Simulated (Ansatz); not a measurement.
**InP: the gap under pressure**

InP, F-43m, a = 5.907 Å. Ansatz: r2SCAN, PAW, 500 eV, Γ-centred 8×8×8 mesh on 2 atoms, Gaussian smearing 0.02 eV; no spin polarisation. Cell and atoms are relaxed at each pressure, and no other structure is tried; the real crystal is known to change phase within this range, so the rows at high pressure are metastable. The gap is sought over the whole zone. The pressures are the targets, met within 0.07 GPa.

```tsv
P (GPa)	gap y (eV)
-1.0	?
0.0	1.026
1.0	1.111
4.0	1.328
12.0	1.777
25.0	1.605
50.0	1.291
90.0	0.903
```

Question: Fit y = E0 + αP + βP² to the other rows and predict the missing gap.

Answer: Least squares on the rows shown. y = 1.2142 + 0.019165 P − 0.00025878 P². So α = 19.2 meV/GPa, but the rows at 0 and 1 GPa alone give 85 meV/GPa, so the parabola doesn't give the slope at zero pressure. With a term in P³ added, the coefficient of P becomes 0.06615, 245 % more, which shows how far this figure hangs on the form. At P = -1.0 the fit asked for gives 1.195 eV. The run gave 0.934 eV, so the fit is 0.261 eV too high, within twice the rms miss on the fitted rows (0.190 eV): the form describes this series only roughly. Note that among the fitted rows a band edge sits at another point of the zone at 25, 50, 90 GPa than at zero pressure, so one curve spans more than one gap.

The mesh isn't the same in all rows (8×8×8, 10×10×10). Semilocal functionals give gaps under the measured ones; changes of the gap mostly carry over better.

Cost: 8 runs of about 2.8 core-minutes in all, on Arm Neoverse V1 (shared hosts).